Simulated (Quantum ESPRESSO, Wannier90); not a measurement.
SnS$_{2}$ (I-42d): Wannier90 run

Cell from Materials Project (mp-1002063), symmetrised, no further relaxation. Not found in the COD (Crystallography Open Database) copy used, which has the formula in other groups; not checked further. Level: PBEsol, spinors with spin-orbit coupling; pw.x of Quantum ESPRESSO at 58 Ry with PseudoDojo potentials, 4×4×4 k-points, Wannier90. Density: 6×6×6 mesh, cold smearing 0.01 Ry.

```
begin unit_cell_cart
ang
    5.9265000000    0.0000000000    0.0000000000
    0.0000000000    5.9265000000    0.0000000000
   -2.9632500000   -2.9632500000    4.9111200000
end unit_cell_cart
mp_grid = 4 4 4
```

Neighbour vectors b of the finite-difference formula (Å⁻¹), by shell:

```csv
shell,b_x,b_y,b_z
1,0.00000,0.26505,0.15992
1,0.26505,0.00000,0.15992
1,0.00000,-0.26505,-0.15992
1,0.00000,-0.26505,0.15992
1,-0.26505,0.00000,-0.15992
1,-0.26505,0.00000,0.15992
1,0.00000,0.26505,-0.15992
1,0.26505,0.00000,-0.15992
2,0.00000,0.00000,0.31984
2,0.00000,0.00000,-0.31984
```

Question: Find the weights w_b from the completeness condition Σ_b w_b b_α b_β = δ_αβ.

Answer: Shell 1: Σ b_x² = 0.281, Σ b_y² = 0.281, Σ b_z² = 0.205 Å⁻²
Shell 2: Σ b_x² = 0.000, Σ b_y² = 0.000, Σ b_z² = 0.205 Å⁻²
Each of the three diagonal sums, weighted, has to give 1 and the off-diagonal ones 0, which holds for w_1 = 3.56 Å², w_2 = 1.33 Å². Check on xx: 3.56×0.281 + 1.33×0.000 = 1.00.

On this mesh the 4 functions of bands 29-32 (bands 29-32; start: SCDM (isolated), conv_tol = 1.0e-6) end with spreads 5.5434, 5.5434, 5.5434, 5.5434 Å², Ω_I = 21.6497 Å² and Ω_D = 0.0903 Å².

Ω_total is the sum of the spreads, 22.174 Å². Ω_OD = Ω_total − Ω_I − Ω_D = 0.434 Å². Only (Ω_D + Ω_OD)/Ω_total = 2.4 % depends on the gauge, and another start could lower the total by that share at most. The rms radius is √(Ω_total/4) = 2.35 Å.
